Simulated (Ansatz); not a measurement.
Values for one crystal, relaxed and computed with r²SCAN in the plane-wave PAW code Ansatz; other levels are named.

```yaml
volume_per_atom: 14.01 Å³
electronic_character: metallic (no gap)
Formation energy from the elements (no fitted shifts): -0.054 eV/atom
Density of states at the Fermi level: 0.84 states/eV per atom (mean over ±0.08 eV)
```

Problem. Which compound is it?
A. Tc3Ru, P6_3/mmc (Tc on 6h, Ru on 2d)
B. CeRu2, cubic Laves (MgCu2 type)
C. Mg2Rh, MoSi2 or CaC2 type
D. Ta3Ru, Fm-3m (Ta on 8c, Ta on 4b, Ru on 4a)

Solution. A, Tc3Ru, P6_3/mmc (Tc on 6h, Ru on 2d)

The workflow started from a Materials Project entry (that database holds measured and hypothetical structures alike); the Crystallography Open Database copy checked does not list it. With Tc and Ru taken as one species the cell has the higher symmetry P6_3/mmc, so it may be an ordered model of a mixed-site phase. Its standing as an ambient phase is unchecked. The r²SCAN relaxation kept the symmetry of its start; whether a distortion lowers the energy is not shown. The run is not spin-polarised. The references are the lowest solids computed at this level, not always the standard phases. Spin–orbit coupling is left out wherever it is not named.

Potentials: the later of the program's two PAW sets.
